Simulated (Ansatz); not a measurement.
## Ta: zone-centre modes

Method: Ansatz, DFT LDA, scalar-relativistic, plane waves, PAW. The runs took a 420 eV cutoff, a Γ-centred 18×18×10 mesh and Gaussian smearing (0.15 eV). Spin–orbit coupling is left out, which can shift energies with elements as heavy as these. No spin polarisation.

Zero of the scan (as given, not relaxed at this level):

```xyz
2
Lattice="-1.6513 1.6513 1.6513 1.6513 -1.6513 1.6513 3.3026 3.3026 0.0000" Properties=species:S:1:pos:R:3 pbc="T T T"
Ta    0.0000    0.0000    0.0000
Ta    1.6513    1.6513    1.6513
```

Harmonic modes by finite displacements of 0.02 Å, without the LO–TO term. The cell doubles the primitive one, so its zone centre also holds the primitive cell's point q = (0, 0, 1/2).

Task: At this geometry, is the structure stable against these modes?

Result: Yes: no mode is imaginary beyond 10 cm⁻¹, and only the three translations lie near zero.

Task: List the wavenumbers in cm⁻¹.

Result: 0, 0, 0, 90, 129, 139.

Cost: 1 run of about 1.7 core-minutes, on Arm Neoverse V1 (shared hosts).